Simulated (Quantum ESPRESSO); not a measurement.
```cif
data_Ga4P4
_chemical_formula_sum 'P4 Ga4'
_space_group_name_H-M_alt 'F-43m'
_space_group_IT_number 216
_space_group_name_Hall 'F -4 2 3'
_cell_length_a 5.38554
_cell_length_b 5.38554
_cell_length_c 5.38554
_cell_angle_alpha 90.000
_cell_angle_beta 90.000
_cell_angle_gamma 90.000
loop_
_atom_site_label
_atom_site_type_symbol
_atom_site_symmetry_multiplicity
_atom_site_Wyckoff_symbol
_atom_site_fract_x
_atom_site_fract_y
_atom_site_fract_z
_atom_site_occupancy
P1 P 4 b 0.50000 0.50000 0.50000 1
Ga1 Ga 4 c 0.25000 0.25000 0.25000 1
```
(The calculation used a cell of 2 atoms; values per cell refer to that cell.)

The PBEsol cell relaxed from Materials Project entry mp-2490 was given an isotropic strain of -1 % on all lattice vectors, and the atoms were relaxed again.

Question: What does PBE (stringent potentials; pw.x of Quantum ESPRESSO, ONCV potentials, without SOC) give for the electronic structure near the Fermi level?

Answer: The PBE gap is indirect, 1.54 eV, from Γ to 82 % of the way from Γ to X; the smallest direct gap is 2.12 eV. Spin-orbit splittings are left out.
